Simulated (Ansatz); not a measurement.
## Property card for Zn2SeS

Zn2SeS:
```yaml
crystal:
  lattice:
    - [1.91992, 1.10847, 6.27798]
    - [-1.91992, 1.10847, 6.27798]
    - [0.00000, -2.21693, 6.27798]
  atoms:
    - { symbol: Zn, position: [0.00391, 0.00391, 0.00391] }
    - { symbol: Zn, position: [0.49626, 0.49626, 0.49626] }
    - { symbol: Se, position: [0.62432, 0.62432, 0.62432] }
    - { symbol: S, position: [0.12549, 0.12549, 0.12549] }
```

Space group R3m (No. 160); conventional cell a = b = 3.8398 Å, c = 18.8339 Å, α = β = 90.00°, γ = 120.00°.

Method: LDA in the plane-wave PAW code Ansatz. Structure relaxed to zero pressure with the same functional. Other levels are named where they apply.

**Cell and energy**

Volume per atom: 20.04 Å³
Density: 5.01 g/cm³
Formation energy from the elements (no fitted shifts): -0.74 eV/atom

**Electronic structure**

- Band gap: 1.45 eV (direct)
- Valence-band maximum: at Γ
- Conduction-band minimum: at Γ
- Electron effective mass: 0.13 mₑ (isotropic)
- Hole effective mass, band 1 of 2 at the edge: 0.78 along x, 1.6 along z (mₑ)
- Hole effective mass, band 2 of 2 at the edge: 0.11 along x, 1.6 along z (mₑ)

**Dielectric response**

Electronic dielectric constant ε∞ (DFPT): 6.84 (xx = yy), 6.81 (zz)
Static dielectric constant ε0 (ions relaxed, cell fixed): 9.55 (xx = yy), 9.48 (zz)
Born charges (a third of the trace): Zn +1.90 to +1.99, Se -1.84, S -2.04 e
Largest static χ(2) component: 46 pm/V

**Phonons**

- Highest zone-centre frequency (without LO–TO term) = 313 cm^-1
- Zone-centre stability = no imaginary mode at Γ

The first step of the workflow began from a Materials Project structure, measured or hypothetical; the Crystallography Open Database copy checked does not list it. Its standing as an ambient phase is unchecked. Symmetry was held in the LDA relaxation. The references are the lowest solids computed at this level, not always the standard phases. Scalar-relativistic: spin–orbit coupling is off unless named, which matters more the heavier the elements.

Potentials: the later of the program's two PAW sets.
